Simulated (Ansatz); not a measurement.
Data:

Tl3VSe4:
```cif
data_Se4Tl3V
_chemical_formula_sum 'V1 Tl3 Se4'
_space_group_name_H-M_alt 'P 1'
_space_group_IT_number 1
_cell_length_a 6.63407
_cell_length_b 6.63407
_cell_length_c 6.63407
_cell_angle_alpha 109.471
_cell_angle_beta 109.471
_cell_angle_gamma 109.471
loop_
_space_group_symop_operation_xyz
  'x, y, z'
loop_
_atom_site_label
_atom_site_type_symbol
_atom_site_fract_x
_atom_site_fract_y
_atom_site_fract_z
_atom_site_occupancy
V1 V 0.00000 0.00000 0.00000 1
Tl1 Tl 0.50000 0.50000 0.00000 1
Tl2 Tl 0.00000 0.50000 0.50000 1
Tl3 Tl 0.50000 0.00000 0.50000 1
Se1 Se 0.65709 0.65709 0.65709 1
Se2 Se 0.34291 0.00000 0.00000 1
Se3 Se 0.00000 0.00000 0.34291 1
Se4 Se 0.00000 0.34291 0.00000 1
```

This is the PBEsol-relaxed structure.

Q: All from DFT-PBEsol in the program Ansatz with PAW potentials, unless another level is named. Give the Poisson's ratio.

A: 0.37.

Q: And the elastic constants (relaxed ions, GPa)?

A: C11 = 50.4, C12 = 15.2, C44 = 4.4.

Q: What about the vibrational entropy at 300 K?

A: 51.4 J/(K·mol of atoms).

Q: Predict the zero-point energy.

A: 20.7 meV/atom.

Space group I-43m. The first step of the workflow began from a Materials Project structure, measured or hypothetical; the Crystallography Open Database copy checked does not list it. Whether it is the stable phase at ambient conditions was not checked. The PBEsol relaxation kept the symmetry of its start; whether a distortion lowers the energy is not shown. No spin polarisation was allowed. Spin–orbit coupling is left out wherever it is not named.

Potentials: the later of the program's two PAW sets.
